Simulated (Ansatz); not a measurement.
## CaB2C2: computed property card

CaB₂C₂:
```
CaB2C2
1.0
   -2.67272     2.67272     3.69629
    2.67272    -2.67272     3.69629
    2.67272     2.67272    -3.69629
Ca B C
2 4 4
Cartesian
  0.00000   0.00000   5.54444
  0.00000   0.00000   1.84815
  1.93212  -0.74061   3.69629
  0.74061   3.41333   0.00000
  0.74061   1.93212   3.69629
  1.93212   0.74061   0.00000
  1.81955   0.85318   3.69629
  0.85318   1.81955   0.00000
 -0.85318   1.81955   3.69629
  3.52590   0.85318   0.00000
```

Space group I4/mcm (No. 140); conventional cell a = 5.345 Å, b = 5.345 Å, c = 7.393 Å, α = 90.00°, β = 90.00°, γ = 90.00°.

Method: the program Ansatz at the r²SCAN level (PAW). The cell and atoms are relaxed at this level. Other levels are named where they apply.

### Cell and energy

```
Property                                                      Result
-----------------------------------------------------  -------------
Volume per atom                                             10.56 Å³
Density                                                   2.70 g/cm³
Formation energy from the elements (no fitted shifts)  -0.43 eV/atom
```

### Electronic structure

```
Item                                                                                                                    Result
--------------------------------------------------------------  --------------------------------------------------------------
Band gap                                                                                                    0.67 eV (indirect)
Valence-band maximum                                                                   on the Γ–X line, 60 % of the way from Γ
Conduction-band minimum                                         on the Γ–M line, 82 % of the way from Γ (2 equivalent valleys)
Smallest direct gap on the standard path                                                                               1.03 eV
Electron effective mass                                                                 0.56, 0.68, 0.68 mₑ (principal values)
Weight of the conduction-edge state by species (Voronoi cells)                                         B 55 %, Ca 28 %, C 17 %
Hole effective mass                                                                      0.26, 0.80, 1.3 mₑ (principal values)
Weight of the valence-edge state by species (Voronoi cells)                                            C 75 %, B 14 %, Ca 12 %
HSE06 gap on the r²SCAN cell                                                                                           0.99 eV
```

### Mechanics

```
Quantity                             Result
----------------------------------  -------
Bulk modulus (Birch–Murnaghan fit)  111 GPa
Pressure derivative B′                  3.4
```

### Charges

```
Property                              Value
-------------  ----------------------------
Bader charges  Ca +1.48, B +1.86, C -2.60 e
```

The first step of the workflow began from a Materials Project structure, measured or hypothetical; the Crystallography Open Database copy checked does not list it. With B and C taken as one species the cell has the higher symmetry P4/mmm, so it may be an ordered model of a mixed-site phase. Its standing as an ambient phase is unchecked. The cell was relaxed with r²SCAN under the symmetry of its start; its stability against distortions is not shown here. The references are the lowest solids computed at this level, not always the standard phases.

Potentials: the later of the program's two PAW sets.
